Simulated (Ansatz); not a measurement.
MgO (rock salt)

```
MgO
1.0
    0.00000     4.25375     4.25375
    2.12687     0.00000     2.12687
    2.12687     2.12687     0.00000
O Mg
2 2
Direct
  0.00000   0.00000   0.00000
  0.50000   0.00000   0.00000
  0.25000   0.50000   0.50000
  0.75000   0.50000   0.50000
```

In this cell atom 1 (O, nearest neighbour Mg at 2.127 Å; its periodic images, 3.0 Å or more away, move with it) is moved by u·(1.000, 0.000, 0.000) + v·(0.000, 1.000, 0.000); the rest is frozen.

These are PBE (plane waves to 420 eV, PAW, scalar-relativistic; Ansatz, a quantum-chemistry and plane-wave program) values and carry that method's errors. k mesh 11×11×11 (Γ-centred), Fermi-Dirac smearing 0.05 eV. Points where atoms come too close for the PAW data are left out (x in tables, blank in figures). Fu and Fv are the components of the force on the atom. MgO was relaxed with its symmetry unable to fall.

Changes of Fu (eV/Å) from the point u = 0.000 Å, v = 0.000 Å when one coordinate moves alone (two changes are said to add if the coupling is within 5 % of the smaller one, nearly so within 20 %):

```tsv
point	change
u = 0.000 Å, v = -0.467 Å	-0.888
u = 0.000 Å, v = -0.233 Å	-0.430
u = -0.467 Å, v = 0.000 Å	7.744
u = -0.233 Å, v = 0.000 Å	2.215
u = 0.233 Å, v = 0.000 Å	-2.215
u = 0.467 Å, v = 0.000 Å	-7.744
u = 0.000 Å, v = 0.233 Å	0.430
u = 0.000 Å, v = 0.467 Å	0.888
```

Task: Do the two effects add at u = -0.467 Å, v = -0.467 Å? Give the computed change.

Result: The sum of the single changes is 7.744 + (-0.888) = 6.856; the calculation gives 3.518, so the coupling contributes -3.338 (over 20 % of the smaller single change, not additive).

Task: What is the change at u = 0.233 Å, v = 0.467 Å, where both move, and how far is it from the sum?

Result: The sum of the single changes is -2.215 + (0.888) = -1.327; the calculation gives -0.014, so the coupling contributes 1.313 (over 20 % of the smaller single change, not additive).

Task: What is the change at u = 0.467 Å, v = 0.233 Å, where both move, and how far is it from the sum?

Result: The sum of the single changes is -7.744 + (0.430) = -7.314; the calculation gives -6.467, so the coupling contributes 0.847 (over 20 % of the smaller single change, not additive).

(A displaced cell: forces are minus the slopes of the energy, force constants its curvatures, and phonons follow from these.)
